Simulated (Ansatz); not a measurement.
AlN:
```cif
data_Al4N4
_chemical_formula_sum 'Al4 N4'
_space_group_name_H-M_alt 'Fm-3m'
_space_group_IT_number 225
_space_group_name_Hall '-F 4 2 3'
_cell_length_a 4.03763
_cell_length_b 4.03763
_cell_length_c 4.03763
_cell_angle_alpha 90.000
_cell_angle_beta 90.000
_cell_angle_gamma 90.000
loop_
_atom_site_label
_atom_site_type_symbol
_atom_site_symmetry_multiplicity
_atom_site_Wyckoff_symbol
_atom_site_fract_x
_atom_site_fract_y
_atom_site_fract_z
_atom_site_occupancy
Al1 Al 4 a 0.00000 0.00000 0.00000 1
N1 N 4 b 0.50000 0.50000 0.50000 1
```
(The calculation used a cell of 2 atoms; values per cell refer to that cell.)

Relaxed with r²SCAN. Plane-wave PAW r²SCAN (Ansatz code) gives a gap of 5.52 eV.

Question: What gap does HSE06 give on the same cell (Ansatz, PAW)?

Answer: 6.08 eV, 0.56 eV more. The hybrid was solved on a coarser mesh and at special points; its gap is the smallest among all of these.

```csv
k,v1 r²SCAN,c1 r²SCAN,v1 HSE06,c1 HSE06
Γ,0.00,6.53,?,?
X,-2.90,5.52,-3.06,6.08
L,-1.15,6.94,?,?
W,-3.95,9.09,?,?
K,-2.39,6.74,?,?
```

Question: Top valence (v1) and lowest conduction level (c1) in eV from each method's valence maximum (which need not be a listed point): supply the withheld HSE06 values.

Answer: 
- W, v1 HSE06: -4.18
- W, c1 HSE06: 9.79
- K, v1 HSE06: -2.51
- K, c1 HSE06: 7.31
- L, v1 HSE06: -1.19
- L, c1 HSE06: 7.57
- Γ, v1 HSE06: 0.00
- Γ, c1 HSE06: 7.27

Cost on shared cores: the r²SCAN run (SCF on a 12×12×12 mesh, then bands and DOS) about 10 core-seconds (a rough figure), the HSE06 run (SCF on 9×9×9, then a few points) around 60 core-seconds (rough); the tasks are unlike.

This is a known high-pressure phase of the composition, computed here at zero pressure and temperature. The cell was relaxed with r²SCAN under the symmetry of its start; whether a distortion lowers the energy is not shown. The volume moved by -17 % from the start of the relaxation.

Potentials: the later of the program's two PAW sets.
